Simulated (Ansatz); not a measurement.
GaP:
```cif
data_GaP
_chemical_formula_sum 'Ga1 P1'
_space_group_name_H-M_alt 'P 1'
_space_group_IT_number 1
_cell_length_a 3.64682
_cell_length_b 3.64682
_cell_length_c 3.64682
_cell_angle_alpha 60.000
_cell_angle_beta 60.000
_cell_angle_gamma 60.000
loop_
_space_group_symop_operation_xyz
  'x, y, z'
loop_
_atom_site_label
_atom_site_type_symbol
_atom_site_fract_x
_atom_site_fract_y
_atom_site_fract_z
_atom_site_occupancy
Ga1 Ga 0.00000 0.00000 0.00000 1
P1 P 0.50000 0.50000 0.50000 1
```

Relaxed with PBE.

Question: Which orbitals make up the states near the Fermi level in the program Ansatz at the PBE level (PAW)?

Answer: Within 0.5 eV of the Fermi level: P 3p 69 %, Ga 4p 15 %, Ga 4s 10 %. Projections are on Löwdin-orthogonalised atomic valence shells; empty p or d shells of many metals are not among them.

Question: Tabulate the density of states.

Answer: States/eV per cell of 2 atoms, in 0.25 eV bins, energy from the Fermi level.

| E (eV) | total | P 3p | Ga 4p | Ga 4s |
|---|---|---|---|---|
| -7.85 | 0.02 | 0.01 | 0.00 | 0.01 |
| -7.60 | 0.20 | 0.10 | 0.00 | 0.09 |
| -7.35 | 0.32 | 0.16 | 0.01 | 0.13 |
| -7.10 | 0.42 | 0.20 | 0.02 | 0.18 |
| -6.85 | 0.54 | 0.25 | 0.04 | 0.22 |
| -6.60 | 0.73 | 0.32 | 0.05 | 0.31 |
| -6.35 | 0.82 | 0.35 | 0.05 | 0.34 |
| -6.10 | 0.76 | 0.32 | 0.06 | 0.30 |
| -5.85 | 0.73 | 0.31 | 0.08 | 0.26 |
| -5.60 | 0.87 | 0.40 | 0.17 | 0.19 |
| -5.35 | 0.48 | 0.21 | 0.06 | 0.11 |
| -5.10 | 0.53 | 0.24 | 0.09 | 0.11 |
| -4.85 | 0.59 | 0.28 | 0.12 | 0.12 |
| -4.60 | 0.64 | 0.31 | 0.14 | 0.12 |
| -4.35 | 0.66 | 0.33 | 0.15 | 0.11 |
| -4.10 | 0.69 | 0.35 | 0.17 | 0.11 |
| -3.85 | 0.72 | 0.38 | 0.19 | 0.10 |
| -3.60 | 0.75 | 0.40 | 0.20 | 0.09 |
| -3.35 | 0.79 | 0.44 | 0.21 | 0.09 |
| -3.10 | 0.84 | 0.48 | 0.23 | 0.08 |
| -2.85 | 0.92 | 0.54 | 0.26 | 0.07 |
| -2.60 | 1.10 | 0.67 | 0.31 | 0.07 |
| -2.35 | 1.06 | 0.65 | 0.29 | 0.06 |
| -2.10 | 1.03 | 0.65 | 0.27 | 0.06 |
| -1.85 | 1.01 | 0.64 | 0.25 | 0.06 |
| -1.60 | 1.00 | 0.64 | 0.24 | 0.06 |
| -1.35 | 0.99 | 0.65 | 0.23 | 0.06 |
| -1.10 | 0.98 | 0.65 | 0.21 | 0.06 |
| -0.85 | 0.97 | 0.66 | 0.19 | 0.07 |
| -0.60 | 0.98 | 0.68 | 0.18 | 0.07 |
| -0.35 | 0.98 | 0.68 | 0.16 | 0.08 |
| -0.10 | 1.05 | 0.75 | 0.15 | 0.09 |
| 0.15 | 1.05 | 0.77 | 0.13 | 0.09 |
| 0.40 | 0.56 | 0.31 | 0.10 | 0.10 |
| 0.65 | 0.36 | 0.10 | 0.11 | 0.11 |
| 0.90 | 0.41 | 0.12 | 0.12 | 0.12 |
| 1.15 | 0.45 | 0.13 | 0.14 | 0.13 |
| 1.40 | 0.51 | 0.15 | 0.15 | 0.15 |
| 1.65 | 0.58 | 0.18 | 0.17 | 0.16 |
| 1.90 | 0.70 | 0.24 | 0.20 | 0.20 |
| 2.15 | 1.06 | 0.41 | 0.27 | 0.29 |
| 2.40 | 0.62 | 0.20 | 0.20 | 0.17 |
| 2.65 | 0.38 | 0.07 | 0.18 | 0.09 |
| 2.90 | 0.33 | 0.06 | 0.15 | 0.08 |
| 3.15 | 0.43 | 0.07 | 0.20 | 0.08 |
| 3.40 | 0.73 | 0.10 | 0.36 | 0.08 |
| 3.65 | 0.76 | 0.06 | 0.43 | 0.03 |
| 3.90 | 1.02 | 0.08 | 0.60 | 0.02 |
| 4.15 | 1.05 | 0.10 | 0.56 | 0.02 |
| 4.40 | 1.11 | 0.12 | 0.54 | 0.03 |
| 4.65 | 1.16 | 0.14 | 0.52 | 0.03 |

Space group Fm-3m (rock salt). The start of the workflow was typed in or built on a structure type; neither database checked (COD, Materials Project) lists it. It is not the phase usual at ambient conditions (space group No. 216). The PBE relaxation kept the symmetry of its start; its stability against distortions is not shown here. Scalar-relativistic: spin–orbit coupling is off unless named, which matters more the heavier the elements.

Potentials: the later of the program's two PAW sets.
